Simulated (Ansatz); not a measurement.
Cd:
```xyz
2
Lattice="0.0000 3.3496 3.3496 3.3496 0.0000 3.3496 3.3496 3.3496 0.0000" Properties=species:S:1:pos:R:3 pbc="T T T"
Cd     1.6748     1.6748     1.6748
Cd     0.0000     0.0000     0.0000
```

Relaxed with PBE.

**Question.** List the phonon frequencies at the special points (DFPT on a 3×3×3 q-mesh, Fourier-interpolated; plane-wave PAW PBE (Ansatz code)).

**Answer.** In cm⁻¹.

```tsv
q	frequencies
Γ	0 0 0 97 97 97
X	23i 23i 67 67 107 107
U	27i 23i 61 76 104 105
K	27i 23i 61 76 104 105
L	21i 21i 37 94 102 102
W	27i 27i 70 70 104 104
```

Space group Fd-3m (diamond). The cell is a constructed one: a structure type filled with these elements; neither database checked (COD, Materials Project) lists it. It is not the phase usual at ambient conditions (space group No. 194). Symmetry was held in the PBE relaxation. At this level the phase is mechanically unstable. As this level gives no gap, phonon frequencies hold no LO–TO term and depend on the k-mesh and smearing (Fermi–Dirac, 0.1 eV here).

Potentials: the later of the program's two PAW sets.
